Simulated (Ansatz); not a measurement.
Geometry optimisation in Ansatz: input, command and trajectory.

```yaml
crystal:
  lattice:
    - [6.3027046097, 0.0, 0.0]
    - [0.0, 6.4946138847, 0.0]
    - [0.0, 0.0, 4.2422050258]
  atoms:
    - { symbol: "Y", position: [0.5, 0.5, 0.5] }
    - { symbol: "Y", position: [0.0, 0.0, 0.0] }
    - { symbol: Sb, position: [0.225, 0.825, 0.5] }
    - { symbol: Sb, position: [0.725, 0.675, 0.0] }
    - { symbol: Sb, position: [0.775, 0.175, 0.5] }
    - { symbol: Sb, position: [0.275, 0.325, 0.0] }
basis:
  ecutwfc: 420
kpoints:
  mp_grid: { grid: [4, 4, 4] }
hamiltonian:
  xc: pbe
scf:
  occupations: { method: gaussian, width: 0.1 }
  lower_state_search: "off"
output:
  forces: true
  stress: true
  eigenvalues: true
relax:
  adjacent_minimum: "off"
  f_tol: 0.04
  max_steps: 70
  cell: { stress_tol: 0.4 }
```

```bash
ansatz run input.yaml --threads 1 --pin off --max-ram 2560MiB --backend cpu --events-out ev --progress --plain --runs-dir out
```

Method: DFT PBE, scalar-relativistic, plane waves, PAW in Ansatz 0.2.0.

Of 21 frames 10 are shown, positions in Å and forces in eV/Å; the SCF threshold varies from step to step. Steps run on the plane waves of an earlier cell, with a Pulay correction in the pressure. The basis is chosen afresh for the last frame, the zero of the energies, and at times for earlier ones too; energy and pressure step there, also at an unchanged geometry. Here that happened at step 16 (-16 meV/atom, 0.8 GPa); the frames before carry an error of that size. The mark taken_back stands on steps that the optimiser undid.

```xyz
6
Lattice="6.3027 0.0000 0.0000 0.0000 6.4946 0.0000 0.0000 0.0000 4.2422" Properties=species:S:1:pos:R:3:forces:R:3 pbc="T T T" step=1 free_energy_over_end_meV_per_atom=854.04 pressure_GPa=16.90
Y     3.1514    3.2473    2.1211    0.0000    0.0000    0.0000
Y     0.0000    0.0000    0.0000    0.0000    0.0000    0.0000
Sb    1.4181    5.3581    2.1211    0.6197    0.0525    0.0000
Sb    4.5695    4.3839    0.0000    0.6197   -0.0525    0.0000
Sb    4.8846    1.1366    2.1211   -0.6197   -0.0525    0.0000
Sb    1.7332    2.1107    0.0000   -0.6197    0.0525    0.0000
6
Lattice="6.9217 0.0000 0.0000 0.0000 6.9235 0.0000 0.0000 0.0000 4.4541" Properties=species:S:1:pos:R:3:forces:R:3 pbc="T T T" step=3 free_energy_over_end_meV_per_atom=439.69 pressure_GPa=1.77
Y     3.4609    3.4618    2.2271    0.0000    0.0000    0.0000
Y     0.0000    0.0000    0.0000    0.0000    0.0000    0.0000
Sb    1.7230    5.8058    2.2271    0.2360    0.3346    0.0000
Sb    5.1839    4.5795    0.0000    0.2360   -0.3346    0.0000
Sb    5.1987    1.1177    2.2271   -0.2360   -0.3346    0.0000
Sb    1.7378    2.3440    0.0000   -0.2360    0.3346    0.0000
6
Lattice="7.2058 0.0000 0.0000 0.0000 6.8650 0.0000 0.0000 0.0000 4.4300" Properties=species:S:1:pos:R:3:forces:R:3 pbc="T T T" step=5 free_energy_over_end_meV_per_atom=246.34 pressure_GPa=-2.72
Y     3.6029    3.4325    2.2150    0.0000    0.0000    0.0000
Y     0.0000    0.0000    0.0000    0.0000    0.0000    0.0000
Sb    2.1035    6.0585    2.2150    0.4491    0.6204    0.0000
Sb    5.7064    4.2390    0.0000    0.4491   -0.6204    0.0000
Sb    5.1023    0.8065    2.2150   -0.4491   -0.6204    0.0000
Sb    1.4994    2.6260    0.0000   -0.4491    0.6204    0.0000
6
Lattice="6.9244 0.0000 0.0000 0.0000 6.5437 0.0000 0.0000 0.0000 4.4420" Properties=species:S:1:pos:R:3:forces:R:3 pbc="T T T" step=8 free_energy_over_end_meV_per_atom=104.52 pressure_GPa=-0.38
Y     3.4622    3.2719    2.2210    0.0000    0.0000    0.0000
Y     0.0000    0.0000    0.0000    0.0000    0.0000    0.0000
Sb    2.1271    6.0373    2.2210    0.0554    0.0717    0.0000
Sb    5.5893    3.7783    0.0000    0.0554   -0.0717    0.0000
Sb    4.7973    0.5064    2.2210   -0.0554   -0.0717    0.0000
Sb    1.3351    2.7654    0.0000   -0.0554    0.0717    0.0000
6
Lattice="7.0680 0.0000 0.0000 0.0000 5.9042 0.0000 0.0000 0.0000 4.5626" Properties=species:S:1:pos:R:3:forces:R:3 pbc="T T T" step=10 free_energy_over_end_meV_per_atom=93.74 pressure_GPa=0.67
Y     3.5340    2.9521    2.2813    0.0000    0.0000    0.0000
Y     0.0000    0.0000    0.0000    0.0000    0.0000    0.0000
Sb    2.1084    5.6797    2.2813   -0.0464    0.1580    0.0000
Sb    5.6424    3.1766    0.0000   -0.0464   -0.1580    0.0000
Sb    4.9596    0.2245    2.2813    0.0464   -0.1580    0.0000
Sb    1.4256    2.7276    0.0000    0.0464    0.1580    0.0000
6
Lattice="6.7676 0.0000 0.0000 0.0000 6.0490 0.0000 0.0000 0.0000 4.7933" Properties=species:S:1:pos:R:3:forces:R:3 pbc="T T T" step=12 free_energy_over_end_meV_per_atom=63.63 pressure_GPa=-0.14
Y     3.3838    3.0245    2.3967    0.0000    0.0000    0.0000
Y     0.0000    0.0000    0.0000    0.0000    0.0000    0.0000
Sb    1.9768    5.8864    2.3967   -0.0901    0.1073    0.0000
Sb    5.3607    3.1871    0.0000   -0.0901   -0.1073    0.0000
Sb    4.7908    0.1626    2.3967    0.0901   -0.1073    0.0000
Sb    1.4070    2.8619    0.0000    0.0901    0.1073    0.0000
6
Lattice="6.3519 0.0000 0.0000 0.0000 5.8513 0.0000 0.0000 0.0000 5.2076" Properties=species:S:1:pos:R:3:forces:R:3 pbc="T T T" step=14 free_energy_over_end_meV_per_atom=30.38 pressure_GPa=-0.13
Y     3.1759    2.9257    2.6038    0.0000    0.0000    0.0000
Y     0.0000    0.0000    0.0000    0.0000    0.0000    0.0000
Sb    1.7494    5.8702    2.6038   -0.0687   -0.0369    0.0000
Sb    4.9253    2.9068    0.0000   -0.0687    0.0369    0.0000
Sb    4.6025   -0.0189    2.6038    0.0687    0.0369    0.0000
Sb    1.4266    2.9446    0.0000    0.0687   -0.0369    0.0000
6
Lattice="6.1273 0.0000 0.0000 0.0000 5.8045 0.0000 0.0000 0.0000 5.4145" Properties=species:S:1:pos:R:3:forces:R:3 pbc="T T T" step=17 free_energy_over_end_meV_per_atom=2.63 pressure_GPa=0.64
Y     3.0637    2.9023    2.7073    0.0000    0.0000    0.0000
Y     0.0000    0.0000    0.0000    0.0000    0.0000    0.0000
Sb    1.6191    5.8033    2.7073    0.0721    0.0029    0.0000
Sb    4.6828    2.9035    0.0000    0.0721   -0.0029    0.0000
Sb    4.5082    0.0012    2.7073   -0.0721   -0.0029    0.0000
Sb    1.4445    2.9011    0.0000   -0.0721    0.0029    0.0000
6
Lattice="6.1873 0.0000 0.0000 0.0000 5.7213 0.0000 0.0000 0.0000 5.5052" Properties=species:S:1:pos:R:3:forces:R:3 pbc="T T T" step=19 free_energy_over_end_meV_per_atom=1.00 pressure_GPa=-0.09 taken_back
Y     3.0936    2.8607    2.7526    0.0000    0.0000    0.0000
Y     0.0000    0.0000    0.0000    0.0000    0.0000    0.0000
Sb    1.6278    5.7209    2.7526    0.0104    0.0013    0.0000
Sb    4.7214    2.8611    0.0000    0.0104   -0.0013    0.0000
Sb    4.5595    0.0004    2.7526   -0.0104   -0.0013    0.0000
Sb    1.4659    2.8602    0.0000   -0.0104    0.0013    0.0000
6
Lattice="6.1153 0.0000 0.0000 0.0000 5.7380 0.0000 0.0000 0.0000 5.5448" Properties=species:S:1:pos:R:3:forces:R:3 pbc="T T T" step=21 free_energy_over_end_meV_per_atom=0.00 pressure_GPa=0.01
Y     3.0577    2.8690    2.7724    0.0000    0.0000    0.0000
Y     0.0000    0.0000    0.0000    0.0000    0.0000    0.0000
Sb    1.6001    5.7380    2.7724    0.0037    0.0000    0.0000
Sb    4.6577    2.8690    0.0000    0.0037    0.0000    0.0000
Sb    4.5152    0.0000    2.7724   -0.0037    0.0000    0.0000
Sb    1.4576    2.8690    0.0000   -0.0037    0.0000    0.0000
```

The start puts this composition into another compound's structure type, which needn't suit it. At the end the space group is Immm (tolerance 0.05 Å).

The run took 12 min on 1 thread of Arm Neoverse N1, with other jobs on the host, peak memory 0.6 GiB.

The k mesh is coarse.